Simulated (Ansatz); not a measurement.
Sn (diamond, Fd-3m) under volume change, PBEsol in the plane-wave PAW code Ansatz, scaled uniformly.

| V (Å³/atom) | E − E(relaxed) (meV/atom) | P (GPa) |
|---|---|---|
| 31.832 | 43.7 | 4.90 |
| 32.881 | 18.2 | 2.96 |
| 33.930 | 4.3 | 1.35 |
| 34.980 | 0.0 | -0.01 |
| 36.029 | 3.9 | -1.14 |
| 37.079 | 14.5 | -2.10 |
| 38.128 | 31.0 | -2.90 |

Q: What does a third-order Birch–Murnaghan fit give for V₀, B₀ and B′?

A: V₀ = 34.97 Å³/atom, B₀ = 41.3 GPa, B′ = 4.9.

This is a known low-temperature phase of the composition, computed here at zero pressure and temperature. The cell was relaxed with PBEsol under the symmetry of its start; its stability against distortions is not shown here. Scalar-relativistic: spin–orbit coupling is off unless named, which matters more the heavier the elements.

Potentials: the later of the program's two PAW sets.
